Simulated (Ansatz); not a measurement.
LuSi$_{2}$Rh$_{2}$: reading a single point

```
Si Lu Rh
1.0
    -2.03408    2.03408    4.99250
     2.03408   -2.03408    4.99250
     2.03408    2.03408   -4.99250
Si Lu Rh
2 1 2
Direct
  0.36200 0.36200 0.00000
  0.63800 0.63800 0.00000
  0.00000 0.00000 0.00000
  0.75000 0.25000 0.50000
  0.25000 0.75000 0.50000
```

Single point in Ansatz 0.2.0 with r2SCAN, no spin polarisation. Cutoff 500 eV, PAW datasets, 11×11×11 Γ-centred k mesh, fermi-dirac filling (width 0.1 eV).

Question: Which atom feels the largest force, and which way?

Answer: The largest is on Si2 (and as large on other atoms): 2.50 eV/Å, components (0.00, 0.00, -2.50). It makes 119° with the line to a nearest neighbour, Rh4 at 2.32 Å.

Question: Is it stable against the elements?

Answer: -1.05 eV an atom against the elements' usual phases (free molecules for gases, crystals otherwise, with no correction for O₂ or N₂), so it is bound against them; other compounds may still compete. Relaxing would lower it.

Question: What happens at the Fermi level?

Answer: It is a metal, with about 2.2 states/eV a cell as the mean within 0.25 eV of the Fermi level, mostly Rh d (42 %), Lu d (25 %) and Si p (23 %).

Question: How is the charge shared?

Answer: Bader charges in e: Lu +1.78, Si +0.47, Rh -1.36. In the mean Lu gives up most and Rh takes most.

Origin: a database entry at a rescaled volume. Caveats: forces this large suggest misplaced atoms in the database entry; atoms or cell far from equilibrium.
